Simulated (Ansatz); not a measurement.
**Relaxing a structure of WC**

The start is a generated cell, WC placed in the NbAs structure type. A full variable-cell relaxation at zero pressure is run with PBEsol (plane waves to 420 eV, PAW, scalar-relativistic; Ansatz, a first-principles code). The first steps use a coarse 11×11×11 k-mesh.

The start:
```
WC
1.0
   -1.40776     1.40776     4.76599
    1.40776    -1.40776     4.76599
    1.40776     1.40776    -4.76599
W C
2 2
Direct
  0.50000   0.50000   0.00000
  0.25000   0.75000   0.50000
  0.91600   0.91600   0.00000
  0.66600   0.16600   0.50000
```

### Question
How do the shortest distances between atoms change?

### Answer
The closest pairs of elements (up to four, under 3.6 Å), start → end: C–W 2.12 → 2.19 Å; C–C 2.77 → 2.86 Å; W–W 2.77 → 2.86 Å.

The space group stays I4₁md (No. 109) (the run could not lower it), with 4 atoms in the primitive cell. Final values are on a 23×23×23 k-mesh of the relaxed cell. No spin polarisation in the result.

The run could not lose the symmetry of its start: the end is stationary, and may be a saddle point rather than a minimum.

The relaxed structure here is a generated cell of WC: the first start was made by placing the elements on the sites of a structure type, and the end was not matched to a known phase here, so it may be hypothetical. Known forms of WC include space group No. 187.
